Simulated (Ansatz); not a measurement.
All numbers below come from DFT PBE, scalar-relativistic, plane waves, PAW in Ansatz 0.2.0. All cells share a 420 eV cutoff and Γ-centred k meshes spaced at most about 0.3 Å⁻¹ (about 0.25 or finer for metals, 2π included). No spin polarisation in the final relaxations.

Temperature and zero-point effects are left out. All come from trial cells, and lower structures may exist.

Question: These unrelaxed guesses for B2F are each relaxed within their symmetry. Order them by the energy at which they end, lowest first.
1.

```
B F
1.0
     3.12717    0.00000    0.00000
    -1.56358    2.70821    0.00000
     0.00000    0.00000    3.49226
B F
2 1
Direct
  0.33333 0.66667 0.94336
  0.00000 0.00000 0.66019
  0.00000 0.00000 0.18224
```

2.

```
B F
1.0
     3.04240    0.00000    0.00000
    -1.52120    2.63479    0.00000
     0.00000    0.00000    3.54818
B F
2 1
Direct
  0.33333 0.66667 0.50000
  0.66667 0.33333 0.50000
  0.00000 0.00000 0.00000
```

3.

```
B F
1.0
     2.56907    0.00000    0.00000
    -1.28453    2.22488    0.00000
     0.00000    0.00000    4.90851
B F
2 1
Cartesian
  0.0000 0.0000 3.6522
  0.0000 0.0000 1.2563
  0.0000 0.0000 0.0000
```

Answer: 1 (ends in P3m1, 0 meV/atom), 3 (ends in P6/mmm, 0.59 eV/atom), 2 (ends in P6/mmm, 0.60 eV/atom).

Weakly bound directions are ill-defined at this level, which has no dispersion term (P3m1, P6/mmm at 7.1 Å³/atom, P6/mmm at 9.7 Å³/atom), and this can change margins and order among such cells. In P3m1, P6/mmm at 7.1 Å³/atom, P6/mmm at 9.7 Å³/atom an odd number of electrons in the primitive cell allows no gap without spin; a larger cell or a magnetic state could open one. Cells relaxed within their symmetry can be saddle points. Some structure types and database cells were kept out of the candidates from the start, so a known form may be missing.
